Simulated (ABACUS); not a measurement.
Band structure of TiGe2 (Fddd, 6 atoms in the cell; from Materials Project mp-567889, lattice scaled a little).

```yaml
crystal:
  lattice:
    - [0.00000, 4.36457, 4.43610]
    - [2.54466, 0.00000, 4.43610]
    - [2.54466, 4.36457, 0.00000]
  atoms:
    - { symbol: Ti, position: [0.75000, 0.75000, 0.75000] }
    - { symbol: Ti, position: [0.50000, 0.50000, 0.50000] }
    - { symbol: Ge, position: [0.08263, 0.41737, 0.08263] }
    - { symbol: Ge, position: [0.41737, 0.08263, 0.41737] }
    - { symbol: Ge, position: [0.16737, 0.83263, 0.16737] }
    - { symbol: Ge, position: [0.83263, 0.16737, 0.83263] }
```

Method: ABACUS with LDA (PW92), numerical atomic orbitals DZP (confined pseudo-atomic orbitals; energy shift 0.003 Ry), PseudoDojo 0.4 standard norm-conserving LDA (tails mended) pseudopotentials.

Settings: basis = DZP numerical atomic orbitals, energy shift 0.003 Ry; KPT = Gamma 6 6 6 0.5 0.5 0.5; basis_type = lcao; dft_functional = PWLDA; ecutwfc = 100 Ry; smearing_method = fd; smearing_sigma = 0.00734986 Ry; potentials = PseudoDojo 0.4 standard norm-conserving LDA (tails mended); symmetry = 1; symmetry_prec = 1e-05; ks_solver = genelpa; scf_nmax = 100; scf_thr = 1.0e-07; mixing_type = broyden.

The atom-centred basis is finite, which shifts total energies against plane waves. Forces and stress are left out: the polarisation orbitals used for some of these elements are too diffuse to give them reliably, and gaps can carry the same lack. The structure comes from a collection of computed structures, made at another level of theory; the collection holds predicted forms beside known ones. Its lattice was then scaled. No clean gap shows at this smearing width and mesh (spacing up to 0.27 Å⁻¹); the mesh is coarse for partly filled bands, so the values carry mesh errors.

Points are given in units of this cell's reciprocal vectors. Levels in eV from the Fermi level, bands 37 to 42:
```json
[
 {"point": "Γ (0 0 0)", "37": "-1.97", "38": "-1.84", "39": "-1.67", "40": "-1.36", "41": "-0.84", "42": "1.55"},
 {"point": "Y (0.5 0 0.5)", "37": "-2.26", "38": "-2.26", "39": "-0.82", "40": "-0.82", "41": "1.03", "42": "1.03"},
 {"point": "T (1 0.5 0.5)", "37": "-1.17", "38": "-1.17", "39": "-0.58", "40": "-0.58", "41": "0.92", "42": "0.92"},
 {"point": "Z (0.5 0.5 0)", "37": "-1.57", "38": "-1.57", "39": "-0.80", "40": "-0.80", "41": "0.84", "42": "0.84"},
 {"point": "X (0 0.417 0.417)", "37": "-1.30", "38": "-0.53", "39": "-0.16", "40": "0.06", "41": "0.80", "42": "0.91"},
 {"point": "A1 (0.5 0.247 0.747)", "37": "-1.77", "38": "-1.77", "39": "-1.36", "40": "-1.36", "41": "0.84", "42": "0.84"},
 {"point": "A (0.5 0.753 0.253)", "37": "-1.77", "38": "-1.77", "39": "-1.36", "40": "-1.36", "41": "0.84", "42": "0.84"}
]
```

3 bands cross the Fermi level along this path, so the cell has no gap at this level.

The Fermi level comes from the SCF mesh, which can miss band crossings, so its place against them is uncertain.

Higher empty bands are left out: an atom-centred basis made for the valence describes them poorly.

The atomic orbitals were generated for these runs; they are not ABACUS's published sets and were checked against plane waves on a few crystals only.

“Tails mended”: in these copies of the files the far tail of each local potential was reset to the Coulomb form.
